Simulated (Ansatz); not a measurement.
ScIr2 (cubic Laves (MgCu2 type), Fd-3m) at seven volumes, DFT-LDA in the program Ansatz with PAW potentials, scaled uniformly. One row is withheld.

| V (Å³/atom) | P (GPa) |
|---|---|
| 14.598 | 29.48 |
| 15.079 | 17.96 |
| 15.560 | ? |
| 16.041 | 0.00 |
| 16.522 | -6.95 |
| 17.004 | -12.82 |
| 17.485 | -17.76 |

### Question
Fit the shown pressures and predict the withheld one.

### Answer
Third-order Birch–Murnaghan: P = (3/2)B₀(x^(7/2) − x^(5/2))[1 + (3/4)(B′ − 4)(x − 1)] with x = (V₀/V)^(2/3). Least squares on the six rows gives V₀ = 16.041 Å³/atom, B₀ = 251.4 GPa, B′ = 4.62. At V = 15.560, x = 1.0205 and P = 8.21 GPa. The run itself gave 8.23 GPa.

The first step of the workflow began from a Materials Project structure, measured or hypothetical; the Crystallography Open Database files this formula in space group No. 227, but the cells were not matched. Its standing as an ambient phase is unchecked. The LDA relaxation kept the symmetry of its start. At this level the phase is dynamically unstable (imaginary phonons). The run is not spin-polarised. Scalar-relativistic: spin–orbit coupling is off unless named, which matters more the heavier the elements.

Potentials: the later of the program's two PAW sets.
